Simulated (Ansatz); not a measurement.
ZnAu (CsCl type)

```yaml
crystal:
  lattice:
    - [3.18677, 0.00000, 0.00000]
    - [0.00000, 3.18677, 0.00000]
    - [0.00000, 0.00000, 3.18677]
  atoms:
    - { symbol: Zn, position: [0.50000, 0.50000, 0.50000] }
    - { symbol: Au, position: [0.00000, 0.00000, 0.00000] }
```

The slice is a {100} plane (indices of the conventional cell) through the point (0.500, 0.500, 0.500) (fractional), spanned by u = [100] and v = [010] in vectors of this cell: u (3.19 Å) and v (3.19 Å, at 90° to u). It covers one period; positions are fractions (u, v).

Computed with PBE (plane waves to 420 eV, PAW, scalar-relativistic; Ansatz, a first-principles code). k mesh 15×15×15. Inside the PAW spheres the values are not all-electron values, and peaks at nuclei hang on which shells count as valence. Spin-orbit coupling is left out, though Au is heavy. ZnAu was relaxed with its symmetry unable to fall.

Task: Predict the map of the electron localisation function (ELF) on the slice.

Result: 
```
|xxxxxx  --####**##%%%%%%##**####--  xxxx|
|xxxxxx..++####**%%@@@@@@%%**####++..xxxx|
|xx  ..==**##**##@@@@@@@@@@##**##**==..  |
|----++**######%%@@@@@@@@@@%%######**++--|
|**##########%%@@@@@@@@@@@@@@%%##########|
|######**##%%@@@@@@@@@@@@@@@@@@%%##**####|
|******##%%@@@@@@@@%%%%%%@@@@@@@@%%##****|
|####%%@@@@@@@@@@%%%%%%%%%%@@@@@@@@@@%%##|
|%%%%@@@@@@@@@@%%%%%%##%%%%%%@@@@@@@@@@%%|
|%%%%@@@@@@@@@@%%%%######%%%%@@@@@@@@@@%%|
|%%%%@@@@@@@@@@%%%%%%##%%%%%%@@@@@@@@@@%%|
|####%%@@@@@@@@@@%%%%%%%%%%@@@@@@@@@@%%##|
|******##%%@@@@@@@@%%%%%%@@@@@@@@%%##****|
|######**##%%@@@@@@@@@@@@@@@@@@%%##**####|
|**##########%%@@@@@@@@@@@@@@%%##########|
|----++**######%%@@@@@@@@@@%%######**++--|
|xx  ..==**##**##@@@@@@@@@@##**##**==..  |
|xxxxxx..++####**%%@@@@@@%%**####++..xxxx|
|xxxxxx  --####**##%%%%%%##**####--  xxxx|
|xxxxxxxx--**##**##%%%%%%##**##**--xxxxxx|
```
Scale: ten equal steps from 0.03 (start of ' ') to 0.23 (end of '@'), in the order ' .:-=+*#%@'. Values: electron localisation function (ELF). The map has 20 points along u (two characters each, u = 0 at the left) and 20 along v (v = 0 in the bottom row). Points within 0.5 Å of a nucleus are blanked (x), as the pseudised field means little there.
